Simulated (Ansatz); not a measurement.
The numbers come from plane-wave PAW DFT (Ansatz): PBE, no spin polarisation, 420 eV, 6×6×6 Γ-centred k points, fermi-dirac occupations (width 0.0294 eV). Nothing was relaxed.

Computed maps in the lattice plane spanned by b (left to right, 7.09 Å, 21 points from zero) and c (bottom to top, 7.09 Å, 21 points from zero), 60° apart, at height 0.250 along a. The fields are smooth PAW ones with compensation charges, not the true ones near nuclei.

Valence density. Digits on a logarithmic scale: 0 up to 0.03 e/Å³, each further digit a factor of 1.6, 9 from 1.3 e/Å³ up:
```
345544211123455443333
456776531113567765433
457999753113689987543
357999975223589999753
347990897423579709864
335798898532468979974
323589998643346899975
311357887543334678865
211134565433333455654
222222333322333233333
234433221122344322112
246665421113456542111
357999742113578875311
358999974223689997531
247999997423589889752
236999999532479809964
224799999632358999974
312479999642135799975
311246787642113577765
311123455432112345554
333322233222233333443
```

Task: The cell is CdSbAu$_{2}$Cl$_{6}$. Which atoms lie within 0.2 Å of this plane, and where (fractions of b and c)?

Result: Au at (0.25, 0.25), Cl at (0.75, 0.25), Cl at (0.75, 0.75), Cl at (0.25, 0.75). The whole cell:
```
CELL_PARAMETERS angstrom
0.00000 5.01603 5.01603
5.01603 0.00000 5.01603
5.01603 5.01603 0.00000
ATOMIC_POSITIONS crystal
Au 0.25000 0.25000 0.25000
Au 0.75000 0.75000 0.75000
Sb 0.00000 0.00000 0.00000
Cd 0.50000 0.50000 0.50000
Cl 0.75373 0.24627 0.24627
Cl 0.24627 0.75373 0.24627
Cl 0.24627 0.75373 0.75373
Cl 0.75373 0.24627 0.75373
Cl 0.24627 0.24627 0.75373
Cl 0.75373 0.75373 0.24627
```

Origin: a known structure type with other elements, at an estimated volume, so it need not be a known compound. Caveats: many states at the Fermi level without spin polarisation, so a magnetic state may lie lower.
